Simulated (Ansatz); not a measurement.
The start is a randomly generated symmetric cell of WSe2 (space group No. 215). The cell and all atomic positions are relaxed at zero pressure with r2SCAN (plane waves to 500 eV, PAW, scalar-relativistic; Ansatz, an electronic-structure program). The first steps use a coarse 5×5×5 k-mesh.

The start:
```
WSe2
1.0
    5.27237     0.00000     0.00000
    0.00000     5.27237     0.00000
    0.00000     0.00000     5.27237
Se W
4 2
Direct
  0.27831   0.27831   0.27831
  0.72169   0.72169   0.27831
  0.72169   0.27831   0.72169
  0.27831   0.72169   0.72169
  0.50000   0.50000   0.50000
  0.00000   0.00000   0.00000
```

Question: What symmetry does the relaxed structure have?

Answer: The space group goes from P-43m (No. 215) to Pn-3m (No. 224); the end is AFLOW prototype A2B_cP6_224_b_a (C3, as in Cu2O), with 6 atoms in the primitive cell.

Question: How does the volume change?

Answer: +7.8 %, from 24.43 to 26.34 Å³/atom.

Question: How do the shortest distances between atoms change?

Answer: The closest pairs of elements (up to four, under 3.6 Å), start → end: Se–W 2.02 → 2.34 Å; Se–Se 3.31 → 3.82 Å.

Question: What band gap does the relaxed structure have at this level?

Answer: Zero (metallic).

Question: Write out the relaxed structure.

Answer: 
```cif
data_Se4W2
_chemical_formula_sum 'Se4 W2'
_space_group_name_H-M_alt 'Pn-3m :1'
_space_group_IT_number 224
_space_group_name_Hall 'P 4n 2 3 -1n'
_cell_length_a 5.40677
_cell_length_b 5.40677
_cell_length_c 5.40677
_cell_angle_alpha 90.000
_cell_angle_beta 90.000
_cell_angle_gamma 90.000
loop_
_atom_site_label
_atom_site_type_symbol
_atom_site_symmetry_multiplicity
_atom_site_Wyckoff_symbol
_atom_site_fract_x
_atom_site_fract_y
_atom_site_fract_z
_atom_site_occupancy
Se1 Se 4 b 0.25000 0.25000 0.25000 1
W1 W 2 a 0.00000 0.00000 0.00000 1
```

Final values are on a 9×9×9 k-mesh of the relaxed cell. The start holds a very short contact (Se–W 2.02 Å). No spin polarisation in the result.

The run could not lose the symmetry of its start: the end is stationary, and may be a saddle point rather than a minimum.

The relaxed structure here is a generated cell of WSe2: the first start was made by a random draw of sites in a space group, and the end was not matched to a known phase here, so it may be hypothetical. Known forms of WSe2 include space group No. 194.
